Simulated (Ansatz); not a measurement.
# Fields on a plane of MoSi2 (MoSi2 type, space group I4/mmm)

```
CELL_PARAMETERS angstrom
     -1.60108     1.60108     3.90975
      1.60108    -1.60108     3.90975
      1.60108     1.60108    -3.90975
ATOMIC_POSITIONS crystal
  Mo 0.00000 0.00000 0.00000
  Si 0.33530 0.33530 0.00000
  Si 0.66470 0.66470 0.00000
```

The slice is a (1 0 -1) plane (indices of the conventional cell) through the point (0.665, 0.665, 0.000) (fractional), spanned by u = [101] and v = [121] in vectors of this cell: u (3.20 Å) and v (8.45 Å, at 90° to u). It covers one period; positions are fractions (u, v).

Atoms on it: Si at (0.00, 0.00); Si at (0.50, 0.50). Other atoms lie within 1 Å of the plane.

The numbers are results of r2SCAN (plane waves to 500 eV, PAW, scalar-relativistic; Ansatz, a quantum-chemistry and plane-wave program), not measurements. k mesh 14×14×14. Inside the PAW spheres the values are not all-electron values, and peaks at nuclei hang on which shells count as valence. MoSi2 is run without spin polarisation. MoSi2 was relaxed with its symmetry unable to fall. The PAW data are Ansatz's earlier set.

```
|xxxxxx779977xxxx|
|xxxx4477777744xx|
|6666663300336666|
|55554400xx004455|
|1122330000003322|
|xx22555544555522|
|4455777766777755|
|888844xxxxxx4488|
|9977xxxxxxxxxx77|
|9966xxxxxxxxxx66|
|9977xxxxxxxxxx77|
|777744xxxxxx4477|
|0033666666666633|
|xx00445555554400|
|0000332211223300|
|44555522xx225555|
|6677775544557777|
|xxxx4488888844xx|
|xxxxxx779977xxxx|
|xxxxxx669966xxxx|
```
Scale: ten equal steps from 3.00 (start of '0') to 11.75 (end of '9'), in the order '0123456789'. Values: electrostatic potential energy of an electron, from the cell's mean, in eV. The map has 8 points along u (two characters each, u = 0 at the left) and 20 along v (v = 0 in the bottom row). Points within 1 Å of a nucleus are blanked (x), as the pseudised field means little there. Values under 3 eV are set to 3. The zero, the cell's mean, hangs on the PAW cores.

```
|xx==@@**==**@@==|
|**####==::==####|
|**++--      --++|
|##**::......::**|
|@@%%++::..::++%%|
|%%%%**--..--**%%|
|==++**######**++|
|  ::##@@@@@@##::|
|  ::**==xx==**::|
|::++**xxxxxx**++|
|==**@@==xx==@@**|
|::==####**####==|
|    --++**++--  |
|....::**##**::..|
|..::++%%@@%%++::|
|..--**%%%%%%**--|
|####**++==++**##|
|@@@@##::  ::##@@|
|xx==**::  ::**==|
|xxxx**++::++**xx|
```
Scale: ten equal steps from 0.13 (start of ' ') to 0.74 (end of '@'), in the order ' .:-=+*#%@'. Values: electron localisation function (ELF). The map has 8 points along u (two characters each, u = 0 at the left) and 20 along v (v = 0 in the bottom row). Points within 0.5 Å of a nucleus are blanked (x), as the pseudised field means little there.
